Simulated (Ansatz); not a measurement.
**Structure relaxation, SiS2**

The start is a relaxed SiS2 cell shaken by Gaussian noise of σ = 0.08 Å a coordinate. A full variable-cell relaxation at zero pressure is run with r2SCAN (plane waves to 500 eV, PAW, scalar-relativistic; Ansatz, a program for electronic structure).

Ansatz input:
Ansatz 0.2 input:
```yaml
crystal:
  lattice:
    - [5.7271273929, 0, 0]
    - [0, 5.7271273929, 0]
    - [0, 0, 5.7271273929]
  atoms:
    - { symbol: Si, position: [0.0115944632, 0.0066689214, 0.0063970712] }
    - { symbol: Si, position: [0.5023796787, 0.5045571724, -0.0344497139] }
    - { symbol: Si, position: [-0.0283366948, 0.4930804494, 0.497546368] }
    - { symbol: Si, position: [0.4806310022, 0.0085438478, 0.4888754671] }
    - { symbol: S, position: [0.347124023, 0.3576466459, 0.3562146707] }
    - { symbol: S, position: [0.8524075887, 0.1683117356, 0.6219024872] }
    - { symbol: S, position: [0.638709718, 0.8624248457, 0.1589302828] }
    - { symbol: S, position: [0.1338573966, 0.6589586053, 0.8549374667] }
    - { symbol: S, position: [0.6306066282, 0.6716218883, 0.6599938904] }
    - { symbol: S, position: [0.1370078411, 0.8475657108, 0.3486059354] }
    - { symbol: S, position: [0.3499540781, 0.1552036349, 0.8475320201] }
    - { symbol: S, position: [0.8212038697, 0.3493248764, 0.1431424427] }
basis: { ecutwfc: 500, ecutrho_ratio: 4, xc_grid: 4, fft_grid_basis: typed }
kpoints: { mp_grid: { grid: [5, 5, 5] } }
hamiltonian:
  xc: r2scan
  dispersion: none
  pseudopotentials: { kind: paw }
scf: { occupations: { method: fermi_dirac, width: 0.05 } }
relax: { f_tol: 0.01, max_steps: 100, cell: { stress_tol: 0.02 } }
output: { forces: true, stress: true }
```

**Question.** What pressure does the first self-consistent step give?

**Answer.** +2.1 GPa (positive: the cell is compressed).

**Question.** What is the largest force in the starting geometry, and on which atom (counted from 1)?

**Answer.** 2.37 eV/Å, on S6 (atoms numbered as listed).

**Question.** Is the parent structure recovered?

**Answer.** The parent structure is recovered, Pa-3 (No. 205).

**Question.** What band gap does the relaxed structure have at this level?

**Answer.** Zero (the bands touch at this level, without spin-orbit coupling).

Final structure:

Space group Pa-3 (No. 205); a = b = c = 5.727 Å, α = β = γ = 90.00°

| atom | site | symmetry | x | y | z |
|---|---|---|---|---|---|
| Si | 4a | .-3. | 0.0000 | 0.0000 | 0.0000 |
| S | 8c | .3. | 0.3472 | 0.3472 | 0.3472 |

No spin polarisation in the result.

The relaxed structure here is a generated cell of SiS2: the first start was made by placing the elements on the sites of a structure type, and the end was not matched to a known phase here, so it may be hypothetical.
